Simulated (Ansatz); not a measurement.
## YGe12: start and end of a relaxation

The guess for YGe12 was made by a generator: 4-connected net of one element, guests in its cages (P4/mmm, No. 123) (guest Y). The dimensions are guesses.

start.xyz

```xyz
13
Lattice="6.7694 0.0000 0.0000 0.0000 6.7694 0.0000 0.0000 0.0000 6.3064" Properties=species:S:1:pos:R:3 pbc="T T T"
Y     0.0000    0.0000    3.1532
Ge    2.1838    2.1838    4.3541
Ge    4.5856    4.5856    4.3541
Ge    4.5856    2.1838    4.3541
Ge    2.1838    4.5856    4.3541
Ge    4.5856    2.1838    1.9524
Ge    2.1838    4.5856    1.9524
Ge    2.1838    2.1838    1.9524
Ge    4.5856    4.5856    1.9524
Ge    5.5693    5.5693    0.0000
Ge    1.2001    1.2001    0.0000
Ge    1.2001    5.5693    0.0000
Ge    5.5693    1.2001    0.0000
```

Method: Ansatz, DFT PBE, scalar-relativistic, plane waves, PAW. Cutoff 420 eV, Gaussian smearing, Γ-centred meshes. Cell and atoms relax first on a coarse mesh and then on a finer one. In between, the cell is made exact in the group found at 0.06 Å. In metals the finer mesh still leaves noise of several meV/atom or more. The steps can't lower the symmetry of their start. No spin polarisation.

end.xyz

```xyz
13
Lattice="6.5136 0.0000 0.0000 0.0000 6.5136 0.0000 0.0000 0.0000 7.3535" Properties=species:S:1:pos:R:3 pbc="T T T"
Y     0.0000    0.0000    3.6768
Ge    1.9875    1.9875    5.0575
Ge    4.5261    4.5261    5.0575
Ge    4.5261    1.9875    5.0575
Ge    1.9875    4.5261    5.0575
Ge    4.5261    1.9875    2.2960
Ge    1.9875    4.5261    2.2960
Ge    1.9875    1.9875    2.2960
Ge    4.5261    4.5261    2.2960
Ge    5.2603    5.2603    0.0000
Ge    1.2533    1.2533    0.0000
Ge    1.2533    5.2603    0.0000
Ge    5.2603    1.2533    0.0000
```

The symmetry stays P4/mmm (No. 123). The volume per atom grows by 8.0 %, from 22.2 to 24.0 Å³. The shortest distance goes from 2.40 Å (Ge–Ge) to 2.51 Å (Ge–Ge). The ratio c/a of the conventional cell changes by a factor of 1.21. The energy falls by about 0.18 eV/atom (the start's value is from the coarse mesh).

- Volume per atom: 24.00 Å³
- Density: 5.11 g/cm³
- Energy over the elements: +0.11 eV/atom
- Gap on the 6×6×6 mesh of the 13-atom cell: 0 eV (a metal)

The zero of energy is the elements' standard structures at the same level; no fitted shifts are applied. It can't be a ground state, since the elements alone are lower.

The last run used Gaussian smearing of 0.10 eV. Symmetry constrained the relaxation, so the result can be a saddle point. In all, the 3 runs took 12 min on 1 thread of Arm Neoverse V1, with other jobs on the host.
